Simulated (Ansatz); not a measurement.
Below is a relaxed structure of Al2In3As5. The cell was found from a structure generator's guess, not taken from experiment.

Method: Ansatz 0.2.0, DFT PBE, scalar-relativistic, plane waves, PAW. Cutoff 420 eV, Γ-centred mesh, Gaussian smearing, no spin polarisation.

```yaml
crystal:
  lattice:
    - [2.12026, 1.22414, 17.34601]
    - [-2.12026, 1.22414, 17.34601]
    - [0.00000, -2.44827, 17.34601]
  atoms:
    - { symbol: Al, position: [0.19916, 0.19916, 0.19916] }
    - { symbol: Al, position: [0.40073, 0.40073, 0.40073] }
    - { symbol: In, position: [0.00172, 0.00172, 0.00172] }
    - { symbol: In, position: [0.59861, 0.59861, 0.59861] }
    - { symbol: In, position: [0.80022, 0.80022, 0.80022] }
    - { symbol: As, position: [0.64973, 0.64973, 0.64973] }
    - { symbol: As, position: [0.24667, 0.24667, 0.24667] }
    - { symbol: As, position: [0.85169, 0.85169, 0.85169] }
    - { symbol: As, position: [0.44822, 0.44822, 0.44822] }
    - { symbol: As, position: [0.05325, 0.05325, 0.05325] }
```

Formation energies are uncorrected and refer to the elements' standard structures at the same level.

Question: What space group does it have?

Answer: R3m (No. 160), with Al and In ordered on zinc blende sites. Conventional cell: a = 4.241 Å, c = 52.038 Å. Al on its first site is surrounded by 4 As at 2.47–2.56 Å; Al on its second site is surrounded by 4 As at 2.47–2.56 Å; In on its first site has 4 As at 2.63–2.68 Å; As on its first site is surrounded by 4 In at 2.63–2.66 Å; 6 more sites not described.

Question: How far does it lie from the elements in energy?

Answer: −0.314 eV/atom. A negative formation energy is needed for stability but isn't enough: competing phases decide.

Question: Is it a metal?

Answer: No, the gap on the 12×12×12 mesh is 0.13 eV.

The last run used a 12×12×12 mesh for its 10-atom cell and Gaussian smearing of 0.01 eV. Kohn–Sham gaps at this level usually fall short of measured ones. The reference form of As is held partly by dispersion forces, which this level lacks. Small gaps are read on the mesh alone, and bands can cross between its points. Symmetry constrained the relaxation, so the result can be a saddle point.
